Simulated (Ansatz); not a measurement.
AlFe (CsCl type)

```xyz
2
Lattice="2.8747 0.0000 0.0000 0.0000 2.8747 0.0000 0.0000 0.0000 2.8747" Properties=species:S:1:pos:R:3 pbc="T T T"
Al     0.0000     0.0000     0.0000
Fe     1.4374     1.4374     1.4374
```

The slice is a {110} plane (indices of the conventional cell) through the point (0.500, 0.500, 0.500) (fractional), spanned by u = [100] and v = [011] in vectors of this cell: u (2.87 Å) and v (4.07 Å, at 90° to u). It covers one period; positions are fractions (u, v).

Computed with PBE (plane waves to 420 eV, PAW, scalar-relativistic; Ansatz, a first-principles code). k mesh 16×16×16. These are valence fields of a PAW run, semicore shells included where kept as valence: close to a nucleus they are smooth pseudo fields. AlFe was relaxed with its symmetry unable to fall. Relaxed AlFe ends ferromagnetic. The magnetic order is the one the run started from; other orders were not tried.

Q: What is the valence density on the shortest Al–Fe line in this plane (2.49 Å), at its midpoint?

A: 0.31 e/Å³.

Q: What is the ELF at the midpoint of the shortest Al–Fe line in this plane (2.49 Å)?

A: 0.4.

Q: Predict the map of the valence electron density on the slice.

A: 
| v \ u | 0.00 | 0.14 | 0.29 | 0.43 | 0.57 | 0.71 | 0.86 |
|---|---|---|---|---|---|---|---|
| 0.90 | 1.1 | 0.7 | -0.3 | -0.6 | -0.6 | -0.3 | 0.7 |
| 0.80 | 0.0 | -0.2 | -0.5 | -0.6 | -0.6 | -0.5 | -0.2 |
| 0.70 | -0.5 | -0.5 | -0.6 | -0.6 | -0.6 | -0.6 | -0.5 |
| 0.60 | -0.6 | -0.6 | -0.7 | -1.0 | -1.0 | -0.7 | -0.6 |
| 0.50 | -0.6 | -0.6 | -0.8 | -1.2 | -1.2 | -0.8 | -0.6 |
| 0.40 | -0.6 | -0.6 | -0.7 | -1.0 | -1.0 | -0.7 | -0.6 |
| 0.30 | -0.5 | -0.5 | -0.6 | -0.6 | -0.6 | -0.6 | -0.5 |
| 0.20 | 0.0 | -0.2 | -0.5 | -0.6 | -0.6 | -0.5 | -0.2 |
| 0.10 | 1.1 | 0.7 | -0.3 | -0.6 | -0.6 | -0.3 | 0.7 |
| 0.00 | 1.6 | 1.1 | -0.1 | -0.6 | -0.6 | -0.1 | 1.1 |

Values: log₁₀ of the valence density in e/Å³. The scale is logarithmic, as a density can span decades between atoms and voids.
